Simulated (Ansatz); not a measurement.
RbCl (rock salt)

```xyz
2
Lattice="0.0000 3.3489 3.3489 3.3489 0.0000 3.3489 3.3489 3.3489 0.0000" Properties=species:S:1:pos:R:3 pbc="T T T"
Cl     0.0000     0.0000     0.0000
Rb     3.3489     3.3489     3.3489
```

The relaxed cell is deformed in two ways at once: its volume V is scaled, and at that volume it is stretched along z (the c axis of the conventional cell) so that c/a changes. Fractional atomic positions are held.

All values below come from PBE (plane waves to 420 eV, PAW, scalar-relativistic; Ansatz, a first-principles code). k mesh 9×9×9 (Γ-centred), Fermi-Dirac smearing 0.05 eV. Compression counts positive. RbCl was relaxed with its symmetry unable to fall.

At one point of the scan the stress tensor (GPa) is:

```
   2.39     0.00     0.00
   0.00     2.39     0.00
   0.00     0.00     0.19
```

Task: Which point is it?
A. V/V₀ = 0.960, (c/a)/(c/a)₀ = 0.940
B. V/V₀ = 1.000, (c/a)/(c/a)₀ = 1.060
C. V/V₀ = 0.920, (c/a)/(c/a)₀ = 0.940
D. V/V₀ = 0.920, (c/a)/(c/a)₀ = 1.060

Result: D, V/V₀ = 0.920, (c/a)/(c/a)₀ = 1.060

(Under strain, the slope of the energy per volume gives the stress and its curvature an elastic modulus.)
